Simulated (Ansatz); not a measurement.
CaSe (rock salt, Fm-3m), r²SCAN in the plane-wave PAW code Ansatz. The conduction-band minimum lies at X, with 3 equivalent valleys. Second derivatives d²E/dk² of the lowest band at one valley (eV·Å²), along Cartesian directions:

```tsv
direction	d²E/dk²
[100]	5.507
[010]	26.14
[001]	26.14
[110]	15.83
[101]	15.83
[011]	26.13
```

### Question
Find the principal effective masses, the density-of-states mass and the conductivity mass.

### Answer
Off-diagonal terms follow from H_xy = H[110] − (H_xx + H_yy)/2, and m*/mₑ = 7.620 eV·Å² over each eigenvalue: 0.29, 0.29, 1.4. One valley's DOS mass (m₁m₂m₃)^(1/3) = 0.49, conductivity mass 3/(Σ 1/mᵢ) = 0.40 mₑ.

### Question
What effective density of states Nc follows at 300 K for parabolic valleys?

### Answer
Nc = 2.509e19 × 3 × (0.49)^(3/2) ≈ 2.6e19 cm⁻³.

### Question
With the computed static dielectric constant 11.1 (mean of the diagonal), estimate a hydrogenic donor's binding energy and radius.

### Answer
E = 13.606 eV × 0.40/11.1² ≈ 44 meV; a = 0.529 Å × ε/m* ≈ 15 Å. Semilocal masses tend to be too small where the gap is.

### Question
With ε∞ = 5.08 and ω_LO = 265 cm⁻¹, what Fröhlich coupling constant follows?

### Answer
α = (1/ε∞ − 1/ε0) √(m* × 13.606 eV/ħω_LO) = 1.4.

The cell was relaxed with r²SCAN under the symmetry of its start; phonons on a q-mesh show no instability. Scalar-relativistic: spin–orbit coupling is off unless named, which matters more the heavier the elements.

Potentials: the later of the program's two PAW sets.
